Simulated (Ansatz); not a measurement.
InCl₃:
```yaml
crystal:
  lattice:
    - [9.44015, 0.00000, 0.00000]
    - [-4.72007, 8.17541, 0.00000]
    - [0.00000, 0.00000, 3.41413]
  atoms:
    - { symbol: In, position: [0.66667, 0.33333, 0.25000] }
    - { symbol: In, position: [0.33333, 0.66667, 0.75000] }
    - { symbol: Cl, position: [0.78348, 0.21652, 0.75000] }
    - { symbol: Cl, position: [0.21652, 0.78348, 0.25000] }
    - { symbol: Cl, position: [0.56696, 0.78348, 0.25000] }
    - { symbol: Cl, position: [0.43304, 0.21652, 0.75000] }
    - { symbol: Cl, position: [0.78348, 0.56696, 0.75000] }
    - { symbol: Cl, position: [0.21652, 0.43304, 0.25000] }
```

Relaxed with r²SCAN. Special points in fractions of this cell's reciprocal vectors: Γ (0.000, 0.000, 0.000); M (0.500, 0.000, 0.000); K (0.333, 0.333, 0.000); A (0.000, 0.000, 0.500); L (0.500, 0.000, 0.500); H (0.333, 0.333, 0.500).

Task: List the band energies nearest the valence-band maximum at these points for plane-wave PAW r²SCAN (Ansatz code).

Result: In eV from the valence-band maximum; about four levels below and three above (degenerate sets whole), none deeper than 8.9 eV; points with the same levels are listed once.

```csv
k,below,above
Γ,-0.24 -0.24 -0.17 -0.17 -0.03,3.74 4.33 7.45 7.45
M,-0.26 -0.24 -0.17 -0.15,4.01 4.18 7.05
K,-0.27 -0.20 -0.20 -0.14,4.10 4.10 7.02
A,-0.41 -0.41 -0.41 -0.41 -0.18 -0.18,3.57 3.57 7.17 7.17 7.17 7.17
L,-0.41 -0.41 -0.40 -0.40 -0.16 -0.16,3.58 3.58 7.11 7.11
H,-0.40 -0.40 -0.40 -0.40 -0.16 -0.16,3.58 3.58 7.11 7.11
```

Space group P6_3/mmc. The workflow started from a Materials Project entry (that database holds measured and hypothetical structures alike); the Crystallography Open Database copy checked does not list it. COD files the formula under space group No. 12, so this cell is another polymorph or a model. Its standing as an ambient phase is unchecked. The r²SCAN relaxation kept the symmetry of its start; whether a distortion lowers the energy is not shown. A crystal of weakly bound chains computed without a dispersion correction: the cell and the soft elastic constants depend strongly on that. Spin–orbit coupling is left out wherever it is not named.

Potentials: the later of the program's two PAW sets.
